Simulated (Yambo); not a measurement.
Yambo run on CsPbBr₃ (cubic perovskite, space group Pm-3m, No. 221). The wavefunctions come from this Quantum ESPRESSO step (PBE, PseudoDojo stringent norm-conserving files, scalar-relativistic):

```
&CONTROL
  calculation = 'nscf'
  pseudo_dir = './pseudo'
  outdir = './out'
/
&SYSTEM
  ibrav = 0
  nat = 5
  ntyp = 3
  ecutwfc = 88.0
  ecutrho = 352.0
  occupations = 'fixed'
  force_symmorphic = .true.
  nbnd = 583
/
&ELECTRONS
  conv_thr = 5e-09
  diago_full_acc = .true.
  diago_thr_init = 1e-08
/
ATOMIC_SPECIES
Br 79.9040 Br.upf
Cs 132.9055 Cs.upf
Pb 207.2000 Pb.upf
CELL_PARAMETERS angstrom
  5.878409680000   0.000000000000   0.000000000000
  0.000000000000   5.878409680000   0.000000000000
  0.000000000000   0.000000000000   5.878409680000
ATOMIC_POSITIONS crystal
Br   0.500000000000   0.500000000000   0.000000000000
Br   0.000000000000   0.500000000000   0.500000000000
Br   0.500000000000   0.000000000000   0.500000000000
Cs   0.000000000000   0.000000000000   0.000000000000
Pb   0.500000000000   0.500000000000   0.500000000000
K_POINTS automatic
2 2 2 0 0 0
```

Yambo input:

```
rim_cut
gw0
dyson
el_el_corr
HF_and_locXC
ppa
em1d
RandQpts= 1000000
RandGvec= 1 Ry
EXXRLvcs= 88 Ry
VXCRLvcs= 352 Ry
Chimod= "HARTREE"
% BndsRnXp
 20 | 581 |
%
NGsBlkXp= 12 Ry
% LongDrXp
 1.0 | 1.0 | 1.0 |
%
PPAPntXp= 27.2114 eV
% GbndRnge
 1 | 581 |
%
GTermKind= "BG"
DysSolver= "n"
ExtendOut
% QPkrange
 1 | 1 | 41 | 42 |
 2 | 2 | 41 | 42 |
 3 | 3 | 41 | 42 |
 4 | 4 | 41 | 42 |
%
```

k points by index: 1 = Γ, 2 = X, 3 = M, 4 = R.

Table of the .qp output:

```
#    K-point    Band    Eo [eV]    E [eV]    E-Eo [eV]    Vxc [eV]    Vnlxc [eV]    Sc|Eo [eV]    Sc|E [eV]    dSc/dw|Eo [eV]    Re(Z)    Im(Z)
#
    1    41    -2.027877    -4.066887    -2.039011    -14.20917    -19.30822    2.512770    3.060037    -7.302812    0.788408    -0.001678
    1    42    3.024906    2.996680    -0.028226    -6.440666    -3.058449    -3.415674    -3.410443    -5.066699    0.843028    -0.001295
    2    41    -1.428962    -3.217809    -1.788847    -15.30572    -19.50347    1.942339    2.408902    -7.096630    0.793147    -0.001486
    2    42    2.591688    2.844141    0.252453    -11.89774    -7.978734    -3.607913    -3.666554    -6.317402    0.811580    -0.001562
    3    41    -0.701126    -2.351263    -1.650137    -15.50149    -19.16093    1.593071    2.009305    -6.863296    0.798578    -0.001490
    3    42    2.107855    2.348165    0.240310    -11.35426    -7.543502    -3.515919    -3.570450    -6.171619    0.815124    -0.001415
    4    41    0.000000    -1.559092    -1.559092    -15.77813    -19.04101    1.319923    1.703783    -6.699140    0.802444    -0.001439
    4    42    1.560024    1.817835    0.257811    -10.56881    -6.777673    -3.476511    -3.533331    -5.994383    0.819475    -0.001381
```
(The two width columns are left out.) Convergence of these settings isn't established.

Spin-orbit coupling is not included.

Geometry relaxed with PBEsol.
